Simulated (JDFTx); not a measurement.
An input for a modified build of JDFTx (V(100), CANDLE, water, 1 M KCl; bohr, hartree) and the course of its log:

```
lattice \
  5.6359191941 0.0000000000 0.0000000000 \
  0.0000000000 5.6359191941 0.0000000000 \
  0.0000000000 0.0000000000 41.5739747418
coords-type Lattice
ion V 0.0000000000 0.0000000000 -0.1355636360 0
ion V 0.5000000000 0.5000000000 -0.0677818180 0
ion V 0.0000000000 0.0000000000 0.0000000000 0
ion V 0.5000000000 0.5000000000 0.0677818180 0
ion V 0.0000000000 0.0000000000 0.1355636360 0
ion-species pseudo/v_pbe_v1.4.upf
elec-cutoff 20 100
elec-ex-corr gga-PBE
coulomb-interaction Slab 001
coulomb-truncation-embed 0 0 0
kpoint-folding 8 8 1
elec-smearing Fermi 0.01
elec-n-bands 45
electronic-scf nIterations 100 energyDiffThreshold 1e-08
fluid LinearPCM
pcm-variant CANDLE
fluid-solvent H2O
fluid-cation K+ 1
fluid-anion Cl- 1
fluid-minimize nIterations 400 knormThreshold 1e-11
wavefunction read vac.wfns
elec-initial-eigenvals vac.eigenvals
dump-name f0.$VAR
dump End State Ecomponents EigStats BandEigs Forces ElecDensity IonicPositions Fillings Kpoints Dtot FluidDebug BoundCharge FluidDensity
```

```
[one cycle in 5 is shown, and the last three; fluid-solver lines are left out]
	FillingsUpdate:  mu: -0.129566130  nElectrons: 65.000000
SCF: Cycle:  0   F: -358.559093696513798   dF: +3.370e-04   |Residual|: 4.451e-03   |deigs|: 3.921e-05
	FillingsUpdate:  mu: -0.125995266  nElectrons: 65.000000
SCF: Cycle:  5   F: -358.559480258561393   dF: -3.086e-05   |Residual|: 8.015e-04   |deigs|: 8.994e-04
	FillingsUpdate:  mu: -0.123976731  nElectrons: 65.000000
SCF: Cycle: 10   F: -358.559491841024339   dF: -3.043e-07   |Residual|: 9.135e-05   |deigs|: 9.840e-05
	FillingsUpdate:  mu: -0.124032969  nElectrons: 65.000000
SCF: Cycle: 15   F: -358.559492027794590   dF: +2.501e-08   |Residual|: 8.972e-05   |deigs|: 1.182e-05
	FillingsUpdate:  mu: -0.124069437  nElectrons: 65.000000
SCF: Cycle: 20   F: -358.559492071261445   dF: +2.313e-08   |Residual|: 6.048e-05   |deigs|: 4.993e-06
	FillingsUpdate:  mu: -0.124056521  nElectrons: 65.000000
SCF: Cycle: 25   F: -358.559492067452993   dF: +3.500e-08   |Residual|: 4.786e-05   |deigs|: 5.926e-06
	FillingsUpdate:  mu: -0.124075678  nElectrons: 65.000000
SCF: Cycle: 30   F: -358.559492106725997   dF: -1.654e-08   |Residual|: 3.521e-05   |deigs|: 1.218e-05
	FillingsUpdate:  mu: -0.124074768  nElectrons: 65.000000
SCF: Cycle: 35   F: -358.559492086920045   dF: +2.269e-08   |Residual|: 4.185e-05   |deigs|: 1.079e-05
	FillingsUpdate:  mu: -0.124054008  nElectrons: 65.000000
SCF: Cycle: 40   F: -358.559492076987567   dF: +2.623e-09   |Residual|: 4.039e-05   |deigs|: 1.674e-05
	FillingsUpdate:  mu: -0.124085975  nElectrons: 65.000000
SCF: Cycle: 45   F: -358.559491961215883   dF: +1.211e-07   |Residual|: 9.611e-05   |deigs|: 1.449e-05
	FillingsUpdate:  mu: -0.124061166  nElectrons: 65.000000
SCF: Cycle: 50   F: -358.559492058978833   dF: +4.729e-08   |Residual|: 5.374e-05   |deigs|: 8.701e-06
	FillingsUpdate:  mu: -0.124085877  nElectrons: 65.000000
SCF: Cycle: 55   F: -358.559492045616366   dF: +5.010e-08   |Residual|: 5.773e-05   |deigs|: 1.743e-05
	FillingsUpdate:  mu: -0.124062368  nElectrons: 65.000000
SCF: Cycle: 60   F: -358.559492052379142   dF: +5.143e-08   |Residual|: 5.897e-05   |deigs|: 1.203e-05
	FillingsUpdate:  mu: -0.124083238  nElectrons: 65.000000
SCF: Cycle: 65   F: -358.559492093500296   dF: -2.035e-08   |Residual|: 4.531e-05   |deigs|: 2.094e-05
	FillingsUpdate:  mu: -0.124084968  nElectrons: 65.000000
SCF: Cycle: 70   F: -358.559491644706952   dF: +4.683e-07   |Residual|: 1.770e-04   |deigs|: 2.085e-05
	FillingsUpdate:  mu: -0.124066020  nElectrons: 65.000000
SCF: Cycle: 75   F: -358.559492091112077   dF: +1.797e-08   |Residual|: 3.448e-05   |deigs|: 4.292e-06
	FillingsUpdate:  mu: -0.124066892  nElectrons: 65.000000
SCF: Cycle: 80   F: -358.559492112800456   dF: -1.223e-07   |Residual|: 8.044e-06   |deigs|: 2.379e-05
	FillingsUpdate:  mu: -0.124080969  nElectrons: 65.000000
SCF: Cycle: 85   F: -358.559492103145203   dF: -2.906e-08   |Residual|: 2.765e-05   |deigs|: 1.691e-05
	FillingsUpdate:  mu: -0.124027012  nElectrons: 65.000000
SCF: Cycle: 90   F: -358.559492069774876   dF: +2.496e-08   |Residual|: 3.195e-05   |deigs|: 5.703e-05
	FillingsUpdate:  mu: -0.124076579  nElectrons: 65.000000
SCF: Cycle: 95   F: -358.559492111582188   dF: +1.460e-09   |Residual|: 2.056e-05   |deigs|: 9.475e-06
	FillingsUpdate:  mu: -0.124086646  nElectrons: 65.000000
SCF: Cycle: 97   F: -358.559492083366990   dF: +1.633e-08   |Residual|: 3.309e-05   |deigs|: 2.627e-05
	FillingsUpdate:  mu: -0.124064734  nElectrons: 65.000000
SCF: Cycle: 98   F: -358.559492085530621   dF: -2.164e-09   |Residual|: 5.830e-05   |deigs|: 2.388e-05
	FillingsUpdate:  mu: -0.124101284  nElectrons: 65.000000
SCF: Cycle: 99   F: -358.559491974214552   dF: +1.113e-07   |Residual|: 7.505e-05   |deigs|: 3.947e-05
SCF: None of the convergence criteria satisfied after 100 iterations.
IonicMinimize: Iter:   0  F: -358.559491974214552  |grad|_K:  0.000e+00
IonicMinimize: Converged (|grad|_K<1.000000e-04).
```

This run gave no converged result. The loop ran out of cycles short of its threshold. It has stalled and not diverged: the last ten energies span 1e-07 Ha, so the total is near its end, but levels, forces and charges aren't shown converged.
